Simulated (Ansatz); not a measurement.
Notes on CuI$_{2}$

```xyz
3
Lattice="4.0870 0.0000 0.0000 -2.0435 3.5395 0.0000 0.0000 0.0000 6.7518" Properties=species:S:1:pos:R:3 pbc="T T T"
Cu    0.0000    0.0000    0.0000
I    -0.0002    2.3598    5.1154
I     2.0437    1.1797    1.6364
```

Level: PBE, no spin polarisation; 420 eV; 10×10×5 Γ-centred mesh; fermi-dirac occupations (width 0.0284 eV); Ansatz 0.2.0, fixed geometry.

Question: Describe some of the short contacts.

Answer: Cu–I at 2.87 Å: least valence density 0.24 e/Å³ and ELF 0.21 there. These are pseudo-fields; inside the PAW spheres they differ from the all-electron ones.

Question: What happens at the Fermi level?

Answer: It is a metal, with about 5.4 states/eV a cell as the mean within 0.25 eV of the Fermi level, mostly I p (69 %) and Cu d (30 %).

Question: Where is the largest force?

Answer: The largest is on I2 (and as large on other atoms): 0.45 eV/Å, components (0.00, 0.00, 0.45). It makes 55° with the line to a nearest neighbour, Cu1 at 2.87 Å.

Question: Is it stable against the elements?

Answer: 0.00 eV an atom against the elements' usual phases (free molecules for gases, crystals otherwise, with no correction for O₂ or N₂), too near zero to call. Relaxing would lower it.

Origin: a known structure type with other elements, at an estimated volume, so it need not be a known compound. Caveats: many states at the Fermi level without spin polarisation, so a magnetic state may lie lower.
